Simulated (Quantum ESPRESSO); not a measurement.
Field gradients of CsRb3Cl4 from the PAW reconstruction of the field gradient on a scalar-relativistic PBE ground state (a modified build of Quantum ESPRESSO, JTH datasets). The input of pw.x:

```
&CONTROL
  calculation = 'scf'
  prefix = 'x'
  pseudo_dir = './pseudo'
  outdir = './out'
  tprnfor = .true.
/
&SYSTEM
  ibrav = 0
  nat = 8
  ntyp = 3
  ecutwfc = 50
  ecutrho = 200
  occupations = 'fixed'
  nbnd = 36
/
&ELECTRONS
  conv_thr = 1e-11
/
ATOMIC_SPECIES
Cs 132.905 Cs.GGA_PBE-JTH.UPF
Cl 35.450 Cl.GGA_PBE-JTH.UPF
Rb 85.468 Rb.GGA_PBE-JTH.UPF
CELL_PARAMETERS angstrom
    6.818456689000     0.000000000000     0.000000000000
    0.000000000000     6.818456689000     0.000000000000
    0.000000000000     0.000000000000     6.818456689000
ATOMIC_POSITIONS crystal
Cs     0.000000000000     0.000000000000     0.000000000000
Cl     0.500000000000     0.000000000000     0.000000000000
Rb     0.000000000000     0.500000000000     0.500000000000
Cl     0.500000000000     0.500000000000     0.500000000000
Rb     0.500000000000     0.000000000000     0.500000000000
Cl     0.000000000000     0.000000000000     0.500000000000
Rb     0.500000000000     0.500000000000     0.000000000000
Cl     0.000000000000     0.500000000000     0.000000000000
K_POINTS automatic
4 4 4 0 0 0
```
The cell was made here from a computed Materials Project entry: one of 4 Rb replaced by Cs, cell and atoms relaxed (PBE without dispersion, pw.x of Quantum ESPRESSO, symmetry kept). The parent is RbCl in Fm-3m. The swapped cell is a model, not a known phase. Stability against distortions was not tested.

Vzz is the sum of three terms, each taken along its main axis: the smooth valence density, the ions (nucleus and frozen core) with the augmentation charges of all other spheres, and the all-electron minus smooth density in the atom's own sphere. The split hangs on the datasets.  Cores are frozen. Against all-electron runs on small test molecules, this scheme's |Vzz| missed by −3 to −9 % on Cl.

| site | smooth valence density | ions and other spheres | own sphere | Vzz (a.u.) |
|---|---|---|---|---|
| Cl1 (atoms 2, 6, 8) | 0.007 | -0.016 | [?] | [?] |

### Question
Fill in the missing entries.

### Answer

- Cl1 (atoms 2, 6, 8), own sphere: -0.125
- Cl1 (atoms 2, 6, 8), Vzz (a.u.): -0.135
